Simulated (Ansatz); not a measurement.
# LiMnH3: stable or not

The cell was found from a structure generator's guess, not taken from experiment.

Theory: DFT PBE, scalar-relativistic, plane waves, PAW in Ansatz. Plane waves to 420 eV, an 8×8×12 mesh through Γ for the 10-atom cell and 0.10 eV Gaussian smearing; collinear spin.

```yaml
crystal:
  lattice:
    - [4.69876, 0.00000, 0.00000]
    - [0.00000, 4.69876, 0.00000]
    - [0.00000, 0.00000, 3.40538]
  atoms:
    - { symbol: Li, position: [0.00000, 0.50000, 0.50000] }
    - { symbol: Li, position: [0.50000, 0.00000, 0.50000] }
    - { symbol: Mn, position: [0.50000, 0.50000, 0.00000] }
    - { symbol: Mn, position: [0.00000, 0.00000, 0.00000] }
    - { symbol: H, position: [0.80956, 0.30956, 0.00000] }
    - { symbol: H, position: [0.69044, 0.80956, 0.00000] }
    - { symbol: H, position: [0.50000, 0.50000, 0.50000] }
    - { symbol: H, position: [0.19044, 0.69044, 0.00000] }
    - { symbol: H, position: [0.30956, 0.19044, 0.00000] }
    - { symbol: H, position: [0.00000, 0.00000, 0.50000] }
```

Energies over the elements count from the elements' standard structures at the same level (H₂ as a molecule), with no fitted energy shifts.

Question: These tests were run: energy against the elements; phonons on a 2×2×2 q mesh. What do they show?

Answer:

| test | result |
| --- | --- |
| energy against the elements | −0.08 eV/atom |
| phonons on a 2×2×2 q mesh | imaginary modes down to 218i cm⁻¹ |

It fails one test: phonons on a 2×2×2 q mesh. So it isn't even a local minimum.

With hydrogen, zero-point motion can shift formation energies by some tens of meV/atom. Another magnetic order may lie lower. The run for the phonons used an 8×8×12 k mesh and Gaussian smearing of 0.20 eV. The cell carries site moments Mn 2.2 (×2) μB.
